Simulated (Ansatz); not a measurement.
# Si2W: an elastic constant from a strain scan

Level of theory: DFT PBEsol, scalar-relativistic, plane waves, PAW in Ansatz. Cutoff 420 eV, Γ-centred 12×12×6 k-points, Gaussian smearing of 0.15 eV. Spin–orbit coupling is left out, which matters for the heavy elements here. No spin polarisation. Energies are free energies at this smearing, counted from the undisturbed cell; pressure is positive in compression.

Zero of the scan (relaxed at this level; this form isn't the usual structure):

```
Si W
1.0
     4.57609    0.00000    0.00000
    -2.28804    3.96301    0.00000
     0.00000    0.00000    6.60331
Si W
6 3
Cartesian
  2.2880 2.6646 3.3017
  -1.1636 3.3138 5.5028
  1.1636 3.3138 1.1006
  0.0000 1.2984 3.3017
  3.4516 0.6492 5.5028
  1.1245 0.6492 1.1006
  -1.1440 1.9815 1.1006
  1.1440 1.9815 5.5028
  2.2880 0.0000 3.3017
```

The cell is strained by ε times the Voigt pattern (1, 0, 0, 0, 0, 0) (xx, yy, zz, yz, xz, xy; engineering shear) with fractional coordinates fixed. The cell holds 9 atoms in V0 = 119.75 Å³. The stress column is τ = (1/V0) dE/dε, got from the stress tensor σ (compression positive) at each point as −det(1 + εP) σ : P(1 + εP)⁻¹, with P the pattern as a tensor.

| ε | ΔE (meV/atom) | τ (GPa) |
| --- | --- | --- |
| -0.1000 | 249.362 | -68.210 |
| -0.0750 | 130.973 | -46.417 |
| -0.0500 | 54.292 | -27.986 |
| -0.0250 | 12.642 | -12.618 |
| 0.0000 | 0.000 | 0.010 |
| 0.0250 | 10.990 | 10.190 |
| 0.0500 | 40.805 | 18.193 |
| 0.0750 | 85.210 | 24.283 |
| 0.0875 | 111.700 | 26.684 |
| 0.1000 | ? | ? |

Problem. Which combination of elastic constants does this scan measure, and how large is it?

Solution. For small ε, τ = τ0 + Kε with K = pᵀCp, which for this pattern is C11 in the Cartesian frame shown. The parabola through τ at ε = -0.0250, 0 and 0.0250 has slope K = 456 GPa at zero. The energies per cell, E = NΔE, of the same two points give K = 2[E(ε₊)/ε₊ − E(ε₋)/ε₋]/[(ε₊ − ε₋)V0] = 455 GPa, in agreement. These are clamped-ion values.

Problem. Predict the withheld row at ε = 0.1000 from the harmonic law, and compare.

Solution. ΔE = V0(τ0 ε + Kε²/2)/N = 189.499 meV/atom and τ = 45.63 GPa. The calculation gives 140.479 meV/atom and 28.70 GPa: the energy lies 26 % below the harmonic value, as bonds soften when stretched.

Forces appear on the atoms along this scan, and letting them relax would lower the energy and soften the response. The gap closes along the scan, which can put kinks into the curve.

Cost: 10 runs of about 10 core-minutes in all, on Intel Xeon Platinum 8175M (Skylake/Cascade Lake) (shared hosts).